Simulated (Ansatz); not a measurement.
Relaxed Ge (space group P4_32_12):

```xyz
12
Lattice="5.8786 0.0000 0.0000 0.0000 5.8786 0.0000 0.0000 0.0000 6.8985" Properties=species:S:1:pos:R:3 pbc="T T T"
Ge     0.5186     0.5186     0.0000
Ge     2.4207     3.4580     5.1739
Ge     5.3600     5.3600     3.4492
Ge     3.4580     2.4207     1.7246
Ge     1.0113     2.1749     1.7682
Ge     0.7644     3.9506     0.0436
Ge     4.8674     3.7038     5.2174
Ge     5.1142     1.9281     3.4928
Ge     3.9506     0.7644     6.8549
Ge     3.7038     4.8674     1.6810
Ge     1.9281     5.1142     3.4057
Ge     2.1749     1.0113     5.1303
```

A phonon eigenvector at Γ is frozen into this cell: atom i moves by Q times the vector below, so Q is the largest atomic displacement, in Å. The cell is held. It is one choice among 2 degenerate patterns.

```
atom       x       y       z
----  ------  ------  ------
Ge1   -0.508   0.795   0.332
Ge2    0.508   0.795  -0.332
Ge3   -0.508   0.795  -0.332
Ge4    0.508   0.795   0.332
Ge5   -0.677  -0.007  -0.254
Ge6    0.134  -0.788   0.491
Ge7   -0.677  -0.007   0.254
Ge8    0.134  -0.788  -0.491
Ge9    0.677  -0.007  -0.254
Ge10  -0.134  -0.788   0.491
Ge11   0.677  -0.007   0.254
Ge12  -0.134  -0.788  -0.491
```

These are LDA (plane waves to 420 eV, PAW, scalar-relativistic; Ansatz, a program for electronic structure) values and carry that method's errors. k mesh 5×5×4 (Γ-centred), Fermi-Dirac smearing 0.05 eV. Ge was relaxed with its symmetry unable to fall. This is one of several known forms of Ge; the measured ambient cells at hand have space group No. 227.

At one point of the scan the forces (eV/Å) are:

```json
[
 {"atom": "Ge1", "Fx": "-0.726", "Fy": "1.522", "Fz": "0.495"},
 {"atom": "Ge2", "Fx": "0.726", "Fy": "1.522", "Fz": "-0.495"},
 {"atom": "Ge3", "Fx": "-0.955", "Fy": "1.168", "Fz": "-0.600"},
 {"atom": "Ge4", "Fx": "0.955", "Fy": "1.168", "Fz": "0.600"},
 {"atom": "Ge5", "Fx": "-1.222", "Fy": "-0.021", "Fz": "-0.289"},
 {"atom": "Ge6", "Fx": "0.251", "Fy": "-1.477", "Fz": "0.767"},
 {"atom": "Ge7", "Fx": "-1.031", "Fy": "0.004", "Fz": "0.555"},
 {"atom": "Ge8", "Fx": "0.193", "Fy": "-1.196", "Fz": "-0.850"},
 {"atom": "Ge9", "Fx": "1.031", "Fy": "0.004", "Fz": "-0.555"},
 {"atom": "Ge10", "Fx": "-0.193", "Fy": "-1.196", "Fz": "0.850"},
 {"atom": "Ge11", "Fx": "1.222", "Fy": "-0.021", "Fz": "0.289"},
 {"atom": "Ge12", "Fx": "-0.251", "Fy": "-1.477", "Fz": "-0.767"}
]
```

Question: Which point is it?
A. Q = -0.050 Å
B. Q = -0.017 Å
C. Q = -0.083 Å
D. Q = -0.100 Å

Answer: C, Q = -0.083 Å

(For displaced atoms, the force is minus the slope of the energy, and its curvature is a force constant, which sets phonon frequencies.)
